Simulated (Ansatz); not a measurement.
Rb2TlSbCl6:
```
CELL_PARAMETERS angstrom
      0.00000     5.62855     5.62855
      5.62855     0.00000     5.62855
      5.62855     5.62855     0.00000
ATOMIC_POSITIONS crystal
  Rb 0.75000 0.75000 0.75000
  Rb 0.25000 0.25000 0.25000
  Tl 0.50000 0.50000 0.50000
  Sb 0.00000 0.00000 0.00000
  Cl 0.76544 0.23456 0.23456
  Cl 0.23456 0.76544 0.76544
  Cl 0.23456 0.76544 0.23456
  Cl 0.76544 0.23456 0.76544
  Cl 0.23456 0.23456 0.76544
  Cl 0.76544 0.76544 0.23456
```

Relaxed with r²SCAN.

### Question
Give the Bader charges and basin volumes of the independent atoms, DFT-r²SCAN in the program Ansatz with PAW potentials.

### Answer


```json
[
 {"atom": "Rb1", "Bader charge (e)": "+0.93", "Bader volume (Å³)": "35.5"},
 {"atom": "Tl3", "Bader charge (e)": "+0.74", "Bader volume (Å³)": "28.7"},
 {"atom": "Sb4", "Bader charge (e)": "+1.68", "Bader volume (Å³)": "18.1"},
 {"atom": "Cl5", "Bader charge (e)": "-0.71", "Bader volume (Å³)": "38.0"}
]
```

Space group Fm-3m. The first step of the workflow began from a Materials Project structure, measured or hypothetical; the Crystallography Open Database copy checked does not list it. Its standing as an ambient phase is unchecked. Symmetry was held in the r²SCAN relaxation; whether a distortion lowers the energy is not shown. Spin–orbit coupling is left out wherever it is not named.

Potentials: the later of the program's two PAW sets.
